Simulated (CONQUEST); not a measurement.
A self-consistent single point of NiBi (P6_3/mmc, 8 atoms in the cell; from Materials Project mp-999318, lattice scaled a little).

```
NiBi
1.0
    4.07923     0.00000     0.00000
    0.00000     7.06544     0.00000
    0.00000     0.00000     5.19452
Ni Bi
4 4
Direct
  0.00000   0.00000   0.50000
  0.00000   0.00000   0.00000
  0.50000   0.50000   0.50000
  0.50000   0.50000   0.00000
  0.00000   0.33333   0.25000
  0.50000   0.16667   0.75000
  0.50000   0.83333   0.25000
  0.00000   0.66667   0.75000
```

Computed with PBEsol, numerical atomic orbitals double-zeta with polarisation (the shipped basis), PseudoDojo norm-conserving potentials made for PBEsol (CONQUEST).

CONQUEST settings:

basis: DZP
Diag.MPMeshX, Y, Z: 4 2 3
potentials: PseudoDojo norm-conserving PBEsol
Grid.GridCutoff: 140 Ha
DM.SolutionMethod: diagon
Diag.kT: 0.003675 Ha
Diag.GammaCentred: true
minE.SCTolerance: 1.0e-06
SC.MaxIters: 100
SC.LinearMixingFactor: 0.3
SC.KerkerPreCondition: true
SC.KerkerFactor: 0.1 1/bohr
AtomMove.TypeOfRun: static

Results:

| Quantity | Result |
|---|---|
| Number of valence electrons | 132 |
| Number of bands | 148 |
| Number of k-points after the program's reduction | 20 |
| Size of the basis | 148 |
| Number of SCF iterations | 10 |
| FFT grid | 48 × 72 × 60 |
| Free energy E − TS | -27163.4597 eV |
| Fermi level (on the code's own zero) | -4.85 eV |
| Pressure | 3.46 GPa |

The program uses no crystal symmetry, so grid and mesh can part values that symmetry would make equal. The atom-centred basis is finite, which shifts total energies and pressures against plane waves. The run has no spin polarisation, so moments on Ni cannot form. The structure comes from a collection of computed structures, made at another level of theory; the collection holds predicted forms beside known ones. Its lattice was then scaled. No clean gap shows at this smearing width and mesh (spacing up to 0.44 Å⁻¹); the mesh is coarse for partly filled bands, so the values carry mesh errors.

Cost on one core: very roughly 70 core-seconds.
